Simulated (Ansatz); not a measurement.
Ti:
```xyz
2
Lattice="2.8650 0.0000 0.0000 -1.4325 2.4811 0.0000 0.0000 0.0000 4.5306" Properties=species:S:1:pos:R:3 pbc="T T T"
Ti     0.0000     1.6541     3.3980
Ti     1.4325     0.8270     1.1327
```

Relaxed with LDA. Special points in fractions of this cell's reciprocal vectors: Γ (0.000, 0.000, 0.000); M (0.500, 0.000, 0.000); K (0.333, 0.333, 0.000); A (0.000, 0.000, 0.500); L (0.500, 0.000, 0.500); H (0.333, 0.333, 0.500).

Question: List the band energies nearest the Fermi level at these points for LDA in the plane-wave PAW code Ansatz.

Answer: In eV from the Fermi level; about four levels below and three above (degenerate sets whole), none deeper than 8.9 eV; points with the same levels are listed once.

| k | below | above |
|---|---|---|
| Γ | -6.27 -2.87 | 0.78 0.78 0.94 |
| M | -2.42 -2.40 -2.06 -0.48 | 0.44 0.69 1.29 |
| K | -1.93 -1.42 -1.42 -1.34 | 0.22 0.22 1.62 |
| A | -4.32 -4.32 | 0.09 0.09 0.67 0.67 0.67 0.67 |
| L | -2.75 -2.75 -0.92 -0.92 | 1.60 1.60 1.84 1.84 |
| H | -1.20 -1.20 -0.15 -0.15 | 1.78 1.78 3.46 3.46 |

Space group P6_3/mmc (hcp (Mg type)). Symmetry was held in the LDA relaxation. The run is not spin-polarised.

Potentials: the later of the program's two PAW sets.
